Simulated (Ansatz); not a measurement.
AgCl (rock salt)

```yaml
crystal:
  lattice:
    - [0.00000, 2.72373, 2.72373]
    - [2.72373, 0.00000, 2.72373]
    - [2.72373, 2.72373, 0.00000]
  atoms:
    - { symbol: Cl, position: [0.00000, 0.00000, 0.00000] }
    - { symbol: Ag, position: [0.50000, 0.50000, 0.50000] }
```

Two coordinates are scanned: the volume, and the ratio of the stretch along z (the conventional c axis) to the stretch across it. Atoms keep their fractional coordinates.

All values below come from PBEsol (plane waves to 420 eV, PAW, scalar-relativistic; Ansatz, a first-principles code). k mesh 10×10×10 (Γ-centred), Fermi-Dirac smearing 0.05 eV. Compression counts positive. AgCl was relaxed with its symmetry unable to fall. 

```json
[
 {"σzz (GPa)": "(c/a)/(c/a)₀ = 0.880", "V/V₀ = 0.960": "9.78", "V/V₀ = 0.973": "8.20", "V/V₀ = 0.987": "6.74", "V/V₀ = 1.000": "5.38", "V/V₀ = 1.013": "4.13", "V/V₀ = 1.027": "2.97", "V/V₀ = 1.040": "1.90"},
 {"σzz (GPa)": "(c/a)/(c/a)₀ = 0.920", "V/V₀ = 0.960": "…", "V/V₀ = 0.973": "5.06", "V/V₀ = 0.987": "3.85", "V/V₀ = 1.000": "2.73", "V/V₀ = 1.013": "1.70", "V/V₀ = 1.027": "0.75", "V/V₀ = 1.040": "-0.13"},
 {"σzz (GPa)": "(c/a)/(c/a)₀ = 0.960", "V/V₀ = 0.960": "4.10", "V/V₀ = 0.973": "3.00", "V/V₀ = 0.987": "1.99", "V/V₀ = 1.000": "1.05", "V/V₀ = 1.013": "…", "V/V₀ = 1.027": "-0.60", "V/V₀ = 1.040": "-1.33"},
 {"σzz (GPa)": "(c/a)/(c/a)₀ = 1.000", "V/V₀ = 0.960": "2.57", "V/V₀ = 0.973": "1.64", "V/V₀ = 0.987": "0.79", "V/V₀ = 1.000": "0.00", "V/V₀ = 1.013": "-0.72", "V/V₀ = 1.027": "-1.39", "V/V₀ = 1.040": "-2.00"},
 {"σzz (GPa)": "(c/a)/(c/a)₀ = 1.040", "V/V₀ = 0.960": "1.53", "V/V₀ = 0.973": "0.74", "V/V₀ = 0.987": "0.01", "V/V₀ = 1.000": "-0.65", "V/V₀ = 1.013": "-1.26", "V/V₀ = 1.027": "-1.82", "V/V₀ = 1.040": "-2.34"},
 {"σzz (GPa)": "(c/a)/(c/a)₀ = 1.080", "V/V₀ = 0.960": "0.81", "V/V₀ = 0.973": "0.13", "V/V₀ = 0.987": "-0.48", "V/V₀ = 1.000": "-1.05", "V/V₀ = 1.013": "-1.56", "V/V₀ = 1.027": "-2.04", "V/V₀ = 1.040": "-2.47"},
 {"σzz (GPa)": "(c/a)/(c/a)₀ = 1.120", "V/V₀ = 0.960": "0.30", "V/V₀ = 0.973": "-0.27", "V/V₀ = 0.987": "-0.80", "V/V₀ = 1.000": "-1.27", "V/V₀ = 1.013": "-1.71", "V/V₀ = 1.027": "-2.11", "V/V₀ = 1.040": "-2.47"}
]
```

Problem. Fill in the missing entries.

Solution. 
- (c/a)/(c/a)₀ = 0.920, V/V₀ = 0.960: 6.37
- (c/a)/(c/a)₀ = 0.960, V/V₀ = 1.013: 0.19

(Under strain, the slope of the energy per volume gives the stress and its curvature an elastic modulus.)
